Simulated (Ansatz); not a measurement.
Ansatz 0.2.0, relaxation: Zn$_{2}$As$_{2}$Se

The command:

```bash
ansatz run input.yaml --threads 2 --pin off --max-ram 3584MiB --backend cpu --events-out ev --progress --plain --runs-dir out
```

The input file (Ansatz 0.2.0, plane waves):

```yaml
crystal:
  lattice:
    - [4.186743, 0.0, 0.0]
    - [-2.093371, 3.625828, 0.0]
    - [0.0, 0.0, 7.051674]
  atoms:
    - { symbol: As, position: [0.3333, 0.6667, 0.2583] }
    - { symbol: As, position: [0.6667, 0.3333, 0.7417] }
    - { symbol: Se, position: [0.0, 0.0, 0.0] }
    - { symbol: Zn, position: [0.3333, 0.6667, 0.6303] }
    - { symbol: Zn, position: [0.6667, 0.3333, 0.3697] }
  symmetry: { tolerance: 0.0003 }
kpoints:
  mp_grid: { grid: [8, 8, 5], shift: [0, 0, 0] }
magnetization:
  spin_polarized: false
scf:
  occupations: { method: fermi_dirac, width: 0.0943 }
  lower_state_search: "off"
hamiltonian:
  pseudopotentials: { kind: paw }
  xc: r2scan
basis:
  ecutwfc: 500
  fft_grid_basis: typed
relax:
  max_steps: 80
  cell: { p_target: 0.0 }
output:
  forces: true
  stress: true
  eigenvalues: true
  bader: true
  populations: true
  elf: true
  write_potential: true
  volumetric_format: npy
  dos:
    e_range: [-12, 8]
    de: 0.05
    projected: { site_lists: { As: [As], Se: [Se], Zn: [Zn] } }
checkpoint:
  read: saved_state
```

Origin of the cell: a known structure type with other elements, at an estimated volume, so it need not be a known compound.

The saved state is a converged single point of the same cell.

Steps («new basis» is an SCF on plane waves selected anew at the same cell):

| step | ΔF (meV/atom) | max force component (eV/Å) | P (GPa) | volume (Å³) | SCF iterations | step was |
| --- | --- | --- | --- | --- | --- | --- |
| 1 | 0.0 | 0.268 | -3.06 | 107.05 | 7 | accepted |
| 2 | -23.4 | 0.248 | 0.44 | 99.89 | 8 | accepted |
| 3 | -32.8 | 0.118 | 1.02 | 97.95 | 8 | accepted |
| 4 | -34.1 | 0.036 | 0.14 | 98.98 | 7 | accepted |
| 5 | -34.2 | 0.068 | 0.30 | 98.85 | 6 | accepted |
| 6 | -34.4 | 0.009 | 0.00 | 99.17 | 6 | accepted |
| 7 | -34.2 | 0.009 | -0.01 | 99.17 | 7 | new basis |

Step 1, with forces in eV/Å:

```xyz
5
Lattice="4.187 0.000 0.000 -2.093 3.626 0.000 0.000 0.000 7.052" Properties=species:S:1:pos:R:3:forces:R:3 pbc="T T T" step=1
As    0.000    2.417    1.821    0.000    0.000   -0.268
As    2.093    1.209    5.230    0.000    0.000    0.268
Se    0.000    0.000    0.000    0.000    0.000    0.000
Zn    0.000    2.417    4.445    0.000    0.000   -0.077
Zn    2.093    1.209    2.607    0.000    0.000    0.077
```

Step 2, with forces in eV/Å:

```xyz
5
Lattice="4.080 0.000 0.000 -2.040 3.534 0.000 0.000 0.000 6.928" Properties=species:S:1:pos:R:3:forces:R:3 pbc="T T T" step=2
As    0.000    2.356    1.709    0.000    0.000   -0.148
As    2.040    1.178    5.219    0.000    0.000    0.148
Se    0.000    0.000    0.000    0.000    0.000    0.000
Zn    0.000    2.356    4.332    0.000    0.000   -0.248
Zn    2.040    1.178    2.596    0.000    0.000    0.248
```

Step 3, with forces in eV/Å:

```xyz
5
Lattice="3.991 0.000 0.000 -1.995 3.456 0.000 0.000 0.000 7.101" Properties=species:S:1:pos:R:3:forces:R:3 pbc="T T T" step=3
As    0.000    2.304    1.710    0.000    0.000   -0.036
As    1.995    1.152    5.391    0.000    0.000    0.036
Se    0.000    0.000    0.000    0.000    0.000    0.000
Zn    0.000    2.304    4.330    0.000    0.000   -0.118
Zn    1.995    1.152    2.770    0.000    0.000    0.118
```

Step 4, with forces in eV/Å:

```xyz
5
Lattice="4.004 0.000 0.000 -2.002 3.468 0.000 0.000 0.000 7.128" Properties=species:S:1:pos:R:3:forces:R:3 pbc="T T T" step=4
As    0.000    2.312    1.712    0.000    0.000   -0.007
As    2.002    1.156    5.415    0.000    0.000    0.007
Se    0.000    0.000    0.000    0.000    0.000    0.000
Zn    0.000    2.312    4.325    0.000    0.000   -0.036
Zn    2.002    1.156    2.803    0.000    0.000    0.036
```

Step 5, with forces in eV/Å:

```xyz
5
Lattice="4.011 0.000 0.000 -2.005 3.474 0.000 0.000 0.000 7.095" Properties=species:S:1:pos:R:3:forces:R:3 pbc="T T T" step=5
As    0.000    2.316    1.709    0.000    0.000   -0.068
As    2.005    1.158    5.386    0.000    0.000    0.068
Se    0.000    0.000    0.000    0.000    0.000    0.000
Zn    0.000    2.316    4.296    0.000    0.000    0.022
Zn    2.005    1.158    2.799    0.000    0.000   -0.022
```

Step 7, with forces in eV/Å:

```xyz
5
Lattice="4.019 0.000 0.000 -2.009 3.480 0.000 0.000 0.000 7.090" Properties=species:S:1:pos:R:3:forces:R:3 pbc="T T T" step=7
As    0.000    2.320    1.697    0.000    0.000    0.009
As    2.009    1.160    5.392    0.000    0.000   -0.009
Se    0.000    0.000    0.000    0.000    0.000    0.000
Zn    0.000    2.320    4.298    0.000    0.000   -0.004
Zn    2.009    1.160    2.792    0.000    0.000    0.004
```

```yaml
Free_energy_lowered_by: 34.2 meV/atom
Volume_change: -7.36 %
Final_pressure: -0.01 GPa
Relaxation_steps_listed: 7
```

Caveats: the relaxation held the start's symmetry, so the end may be a saddle point.

The run took 120 s on 2 threads of Arm Neoverse V2, with other jobs on the host, peak memory 0.8 GiB, from a saved density.
